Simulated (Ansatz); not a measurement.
ZrGe:
```yaml
crystal:
  lattice:
    - [-1.75544, 1.75544, 6.90551]
    - [1.75544, -1.75544, 6.90551]
    - [1.75544, 1.75544, -6.90551]
  atoms:
    - { symbol: Zr, position: [0.00748, 0.00748, 0.00000] }
    - { symbol: Zr, position: [0.75748, 0.25748, 0.50000] }
    - { symbol: Ge, position: [0.40852, 0.40852, 0.00000] }
    - { symbol: Ge, position: [0.15852, 0.65852, 0.50000] }
```

Relaxed with PBE. Special points in fractions of this cell's reciprocal vectors: Γ (0.000, 0.000, 0.000); X (0.000, 0.000, 0.500); P (0.250, 0.250, 0.250); N (0.000, 0.500, 0.000); M (0.500, 0.500, -0.500); S (0.266, 0.734, -0.266); S0 (-0.266, 0.266, 0.266); R (-0.032, 0.032, 0.500); G (0.500, 0.500, -0.032).

Task: List the band energies nearest the Fermi level at these points for plane-wave PAW PBE (Ansatz code).

Result: In eV from the Fermi level; about four levels below and three above (degenerate sets whole), none deeper than 8.9 eV; points with the same levels are listed once.

| k | below | above |
|---|---|---|
| Γ | -4.35 -1.45 -0.77 -0.57 | 0.04 0.04 0.59 0.59 |
| X | -2.70 -2.70 -1.23 -1.23 | 0.56 0.56 3.49 3.49 |
| P | -2.60 -2.60 -1.32 -1.32 | 0.66 0.66 3.21 3.21 |
| N | -1.47 -0.87 -0.49 -0.26 | 0.40 0.98 1.75 |
| M | -0.96 -0.96 -0.47 -0.47 | 1.97 1.97 2.89 2.89 |
| S | -1.45 -0.78 -0.63 -0.24 | 0.41 1.06 1.62 |
| R | -2.67 -2.67 -1.22 -1.22 | 0.57 0.57 3.40 3.40 |

Space group I4_1md. The cell is a constructed one: a structure type filled with these elements; neither database checked (COD, Materials Project) lists it. Whether it is the stable phase at ambient conditions was not checked. The cell was relaxed with PBE under the symmetry of its start; its stability against distortions is not shown here. No spin polarisation was allowed. Spin–orbit coupling is left out wherever it is not named.

Potentials: the later of the program's two PAW sets.
